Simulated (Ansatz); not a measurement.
Data:

BP:
Space group P6₃/mmc (No. 194); a = b = 3.198 Å, c = 7.967 Å, α = β = 90.00°, γ = 120.00°

```json
[
 {"atom": "B", "site": "2c", "symmetry": "-6m2", "x": "0.3333", "y": "0.6667", "z": "0.2500"},
 {"atom": "P", "site": "2d", "symmetry": "-6m2", "x": "0.6667", "y": "0.3333", "z": "0.2500"}
]
```

This is the r²SCAN+D4-relaxed structure.

**Question.** All from the program Ansatz at the r²SCAN+D4 level (PAW), unless another level is named. Predict the HSE06 gap on the r²SCAN+D4 cell.

**Answer.** 1.17 eV.

**Question.** Next, the band gap?

**Answer.** 0.87 eV (indirect).

**Question.** Predict the valence-band maximum.

**Answer.** on the K–Γ line, 11 % of the way from K.

Space group P6_3/mmc. The start of the workflow was typed in or built on a structure type; neither database checked (COD, Materials Project) lists it. It is not the phase usual at ambient conditions (space group No. 216). Symmetry was held in the r²SCAN+D4 relaxation; its stability against distortions is not shown here.

Potentials: the earlier of the program's two PAW sets.
